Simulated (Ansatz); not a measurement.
HfScTaN3:
```cif
data_HfN3ScTa
_chemical_formula_sum 'Hf1 Sc1 Ta1 N3'
_space_group_name_H-M_alt 'P3m1'
_space_group_IT_number 156
_space_group_name_Hall 'P 3 -2"'
_cell_length_a 3.14222
_cell_length_b 3.14222
_cell_length_c 7.66846
_cell_angle_alpha 90.000
_cell_angle_beta 90.000
_cell_angle_gamma 120.000
loop_
_atom_site_label
_atom_site_type_symbol
_atom_site_symmetry_multiplicity
_atom_site_Wyckoff_symbol
_atom_site_fract_x
_atom_site_fract_y
_atom_site_fract_z
_atom_site_occupancy
Hf1 Hf 1 a 0.00000 0.00000 0.99631 1
Sc1 Sc 1 b 0.33333 0.66667 0.33795 1
Ta1 Ta 1 c 0.66667 0.33333 0.66713 1
N1 N 1 c 0.66667 0.33333 0.16456 1
N2 N 1 a 0.00000 0.00000 0.50525 1
N3 N 1 b 0.33333 0.66667 0.82880 1
```

Relaxed with PBEsol.

Which orbitals make up the states near the Fermi level in the program Ansatz at the PBEsol level (PAW)?

Within 0.5 eV of the Fermi level: Ta 5d 36 %, Hf 5d 21 %, N 2p 20 %, Sc 3d 19 %. Projections are on Löwdin-orthogonalised atomic valence shells; empty p or d shells of many metals are not among them.

Tabulate the density of states.

States/eV per cell of 6 atoms, in 0.25 eV bins, energy from the Fermi level.

| E (eV) | total | N 2p | Ta 5d | Sc 3d |
|---|---|---|---|---|
| -7.85 | 2.34 | 1.27 | 0.36 | 0.07 |
| -7.60 | 1.50 | 0.83 | 0.22 | 0.05 |
| -7.35 | 0.37 | 0.22 | 0.06 | 0.01 |
| -7.10 | 5.21 | 3.11 | 0.75 | 0.20 |
| -6.85 | 1.76 | 1.07 | 0.28 | 0.05 |
| -6.60 | 1.87 | 1.13 | 0.36 | 0.05 |
| -6.35 | 6.60 | 4.12 | 1.26 | 0.14 |
| -6.10 | 6.19 | 3.89 | 1.07 | 0.15 |
| -5.85 | 1.80 | 1.14 | 0.25 | 0.08 |
| -5.60 | 4.30 | 2.82 | 0.56 | 0.28 |
| -5.35 | 5.75 | 3.69 | 0.64 | 0.44 |
| -5.10 | 6.11 | 3.98 | 0.51 | 0.64 |
| -4.85 | 6.10 | 4.05 | 0.44 | 0.74 |
| -4.60 | 5.37 | 3.62 | 0.34 | 0.63 |
| -4.35 | 3.64 | 2.46 | 0.23 | 0.43 |
| -4.10 | 2.98 | 2.06 | 0.17 | 0.34 |
| -3.85 | 2.89 | 2.12 | 0.15 | 0.27 |
| -3.60 | 1.98 | 1.53 | 0.09 | 0.15 |
| -3.35 | 0.72 | 0.55 | 0.04 | 0.05 |
| -3.10 | 0.48 | 0.34 | 0.05 | 0.03 |
| -2.85 | 0.41 | 0.23 | 0.07 | 0.04 |
| -2.60 | 0.41 | 0.15 | 0.11 | 0.05 |
| -2.35 | 0.56 | 0.20 | 0.18 | 0.07 |
| -2.10 | 0.78 | 0.26 | 0.27 | 0.09 |
| -1.85 | 0.85 | 0.26 | 0.31 | 0.10 |
| -1.60 | 0.91 | 0.26 | 0.35 | 0.10 |
| -1.35 | 1.01 | 0.26 | 0.42 | 0.11 |
| -1.10 | 1.12 | 0.27 | 0.48 | 0.13 |
| -0.85 | 1.42 | 0.30 | 0.61 | 0.20 |
| -0.60 | 1.38 | 0.25 | 0.58 | 0.22 |
| -0.35 | 1.61 | 0.32 | 0.62 | 0.28 |
| -0.10 | 1.78 | 0.35 | 0.64 | 0.34 |
| 0.15 | 1.64 | 0.32 | 0.57 | 0.32 |
| 0.40 | 1.89 | 0.36 | 0.64 | 0.39 |
| 0.65 | 2.19 | 0.39 | 0.70 | 0.49 |
| 0.90 | 2.33 | 0.39 | 0.74 | 0.54 |
| 1.15 | 2.40 | 0.38 | 0.74 | 0.59 |
| 1.40 | 2.71 | 0.39 | 0.89 | 0.68 |
| 1.65 | 2.76 | 0.37 | 0.92 | 0.73 |
| 1.90 | 3.10 | 0.40 | 1.02 | 0.90 |
| 2.15 | 3.57 | 0.42 | 1.23 | 1.06 |
| 2.40 | 4.61 | 0.53 | 1.70 | 1.36 |
| 2.65 | 5.56 | 0.65 | 2.10 | 1.64 |
| 2.90 | 4.40 | 0.49 | 0.87 | 1.82 |
| 3.15 | 5.22 | 0.57 | 0.89 | 2.28 |
| 3.40 | 6.02 | 0.62 | 0.98 | 2.76 |
| 3.65 | 7.25 | 0.70 | 1.03 | 3.76 |

The start of the workflow was typed in or built on a structure type; neither database checked (COD, Materials Project) lists it. Whether it is the stable phase at ambient conditions was not checked. Symmetry was held in the PBEsol relaxation; whether a distortion lowers the energy is not shown. No spin polarisation was allowed. With an odd number of electrons in the cell and no spin polarisation, the count alone makes it a metal. Spin–orbit coupling is left out wherever it is not named.

Potentials: the later of the program's two PAW sets.
